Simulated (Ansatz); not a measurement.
Relaxation of a generated trial cell of MnSi in the AFLOW prototype AB_hP8_186_ab_ab (B5, as in SiC); 8 atoms in the cell, which starts as P6₃mc (No. 186), hP8; a = b = 3.4159 Å, c = 11.1828 Å, α = β = 90.00°, γ = 120.00°. Calculation: PBEsol (plane waves to 420 eV, PAW, scalar-relativistic; Ansatz, an electronic-structure program). Γ-centred k-mesh 8×8×2 on the run's cell (coarser than for final values), Fermi–Dirac smearing 0.05 eV. This is the first round of the run. Spin-polarised start, with parallel moments on Mn.

The optimiser's lines from the output (shortened; P is positive under compression):

```
relax step   1: F+E_penalty+E_count = -17951.05462275 eV  Δ(F+E_penalty+E_count) = +0.000e0 eV  max|allowed force component| = 3.953e-1 eV/Å  Δτ_max = 0.0000 Å  P = +35.112 GPa  Ω = 113.004 Å³  (15 SCF iters, dr2 threshold 1.00e-7 eV, accepted)
relax step   2: F+E_penalty+E_count = -17953.41827897 eV  Δ(F+E_penalty+E_count) = -2.364e0 eV  max|allowed force component| = 2.930e-1 eV/Å  Δτ_max = 0.0174 Å  P = +13.791 GPa  Ω = 129.108 Å³  (11 SCF iters, dr2 threshold 8.00e-7 eV, accepted)
relax step   3: F+E_penalty+E_count = -17954.20027102 eV  Δ(F+E_penalty+E_count) = -7.820e-1 eV  max|allowed force component| = 3.415e-1 eV/Å  Δτ_max = 0.0377 Å  P = +2.725 GPa  Ω = 142.486 Å³  (11 SCF iters, dr2 threshold 8.00e-7 eV, accepted)
relax step   4: F+E_penalty+E_count = -17954.68103964 eV  Δ(F+E_penalty+E_count) = -4.808e-1 eV  max|allowed force component| = 5.784e-1 eV/Å  Δτ_max = 0.0882 Å  P = -2.760 GPa  Ω = 147.814 Å³  (11 SCF iters, dr2 threshold 8.00e-7 eV, accepted)
relax step   5: F+E_penalty+E_count = -17955.28271728 eV  Δ(F+E_penalty+E_count) = -6.017e-1 eV  max|allowed force component| = 7.508e-1 eV/Å  Δτ_max = 0.0876 Å  P = -5.074 GPa  Ω = 145.756 Å³  (13 SCF iters, dr2 threshold 8.00e-7 eV, accepted)
relax step   6: F+E_penalty+E_count = -17956.08851857 eV  Δ(F+E_penalty+E_count) = -8.058e-1 eV  max|allowed force component| = 1.041e0 eV/Å  Δτ_max = 0.0778 Å  P = -7.119 GPa  Ω = 139.402 Å³  (12 SCF iters, dr2 threshold 8.00e-7 eV, accepted)
relax step   7: F+E_penalty+E_count = -17957.16794907 eV  Δ(F+E_penalty+E_count) = -1.079e0 eV  max|allowed force component| = 1.585e0 eV/Å  Δτ_max = 0.0756 Å  P = -6.975 GPa  Ω = 130.442 Å³  (12 SCF iters, dr2 threshold 8.00e-7 eV, accepted)
relax step   8: F+E_penalty+E_count = -17958.15332471 eV  Δ(F+E_penalty+E_count) = -9.854e-1 eV  max|allowed force component| = 7.299e-1 eV/Å  Δτ_max = 0.1995 Å  P = -9.419 GPa  Ω = 126.826 Å³  (11 SCF iters, dr2 threshold 8.00e-7 eV, accepted)
relax step   9: F+E_penalty+E_count = -17958.82381511 eV  Δ(F+E_penalty+E_count) = -6.705e-1 eV  max|allowed force component| = 7.957e-1 eV/Å  Δτ_max = 0.1844 Å  P = -2.169 GPa  Ω = 112.684 Å³  (13 SCF iters, dr2 threshold 8.00e-7 eV, accepted)
relax step  10: F+E_penalty+E_count = -17958.96257910 eV  Δ(F+E_penalty+E_count) = -1.388e-1 eV  max|allowed force component| = 3.396e-1 eV/Å  Δτ_max = 0.0813 Å  P = +2.620 GPa  Ω = 107.752 Å³  (12 SCF iters, dr2 threshold 8.00e-7 eV, accepted)
relax step  11: F+E_penalty+E_count = -17959.04654376 eV  Δ(F+E_penalty+E_count) = -8.396e-2 eV  max|allowed force component| = 2.247e-1 eV/Å  Δτ_max = 0.0690 Å  P = -0.499 GPa  Ω = 109.928 Å³  (16 SCF iters, dr2 threshold 8.00e-7 eV, accepted)
relax step  12: F+E_penalty+E_count = -17959.05955204 eV  Δ(F+E_penalty+E_count) = -1.301e-2 eV  max|allowed force component| = 1.637e-1 eV/Å  Δτ_max = 0.1285 Å  P = +0.501 GPa  Ω = 109.340 Å³  (13 SCF iters, dr2 threshold 8.00e-7 eV, accepted)
relax step  13: F+E_penalty+E_count = -17959.07651122 eV  Δ(F+E_penalty+E_count) = -1.696e-2 eV  max|allowed force component| = 7.655e-2 eV/Å  Δτ_max = 0.0476 Å  P = +0.343 GPa  Ω = 109.575 Å³  (11 SCF iters, dr2 threshold 8.00e-7 eV, accepted)
relax step  14: F+E_penalty+E_count = -17959.07815821 eV  Δ(F+E_penalty+E_count) = -1.647e-3 eV  max|allowed force component| = 1.407e-2 eV/Å  Δτ_max = 0.0150 Å  P = +0.079 GPa  Ω = 109.650 Å³  (10 SCF iters, dr2 threshold 8.00e-7 eV, accepted)
relax step  15: F+E_penalty+E_count = -17959.07821384 eV  Δ(F+E_penalty+E_count) = -5.563e-5 eV  max|allowed force component| = 2.811e-2 eV/Å  Δτ_max = 0.0035 Å  P = -0.006 GPa  Ω = 109.673 Å³  (9 SCF iters, dr2 threshold 1.06e-7 eV, accepted)
relax step  16: F+E_penalty+E_count = -17959.07823907 eV  Δ(F+E_penalty+E_count) = -2.523e-5 eV  max|allowed force component| = 8.581e-4 eV/Å  Δτ_max = 0.0010 Å  P = -0.008 GPa  Ω = 109.684 Å³  (6 SCF iters, dr2 threshold 4.94e-8 eV, accepted)
relax step  17: F+E_penalty+E_count = -17959.14056687 eV  Δ(F+E_penalty+E_count) = -6.233e-2 eV  max|allowed force component| = 4.971e-3 eV/Å  Δτ_max = 0.0000 Å  P = +0.897 GPa  Ω = 109.684 Å³  stress off target by 1.34e0 GPa  SCF on the basis re-selected at this cell (its energy is not comparable with the rows above)  (14 SCF iters)
relax step  18: F+E_penalty+E_count = -17959.14372861 eV  Δ(F+E_penalty+E_count) = -3.162e-3 eV  max|allowed force component| = 3.019e-3 eV/Å  Δτ_max = 0.0084 Å  P = +0.033 GPa  Ω = 110.427 Å³  (11 SCF iters, dr2 threshold 8.00e-7 eV, accepted)
relax step  19: F+E_penalty+E_count = -17959.14373356 eV  Δ(F+E_penalty+E_count) = -4.953e-6 eV  max|allowed force component| = 3.243e-4 eV/Å  Δτ_max = 0.0007 Å  P = -0.001 GPa  Ω = 110.460 Å³  (9 SCF iters, dr2 threshold 1.17e-8 eV, accepted)
relax step  20: F+E_penalty+E_count = -17959.14391715 eV  Δ(F+E_penalty+E_count) = -1.836e-4 eV  max|allowed force component| = 3.303e-4 eV/Å  Δτ_max = 0.0000 Å  P = +0.002 GPa  Ω = 110.460 Å³  stress off target by 2.82e-3 GPa  SCF on the basis re-selected at this cell (its energy is not comparable with the rows above)  (10 SCF iters)
```

From the first to the last row the energy changes by -1.01 eV/atom and the volume by -2.3 %. The last row is marked as not comparable with the walk above it, whose basis was carried along; it does compare with step 1, since both stand on a basis selected at the nominal cutoff for their own cell.

Energy and pressure jump between steps 16 and 17 at one geometry, where the plane-wave basis was selected anew. While the cell walks, the set of plane waves is carried along, so its effective cutoff drifts with the strain; re-selecting it at 420 eV moved the energy by -0.008 eV/atom and the pressure by 0.9 GPa. Only step 1 and rows on a re-selected basis compare with each other.

Later rounds, restarted from the end of this one on a renewed k-mesh, logged 4 more steps and released under 0.01 eV/atom more. The final structure after all rounds: P6₃mc (No. 186), hP8; a = b = 3.877 Å, c = 8.474 Å, α = β = 90.00°, γ = 120.00°. Between re-selections the logged energies stand on a plane-wave basis carried along with the cell. Spin state reached: ferromagnetic (net 0.36 μB/atom), from parallel starting moments; other spin orders were not run from this start.

The run could not lose the symmetry of its start, so the end can be a saddle point.

The relaxed structure here is a generated cell of MnSi: the first start was made by placing the elements on the sites of a structure type, and the end was not matched to a known phase here, so it may be hypothetical. Known forms of MnSi include space group No. 198.
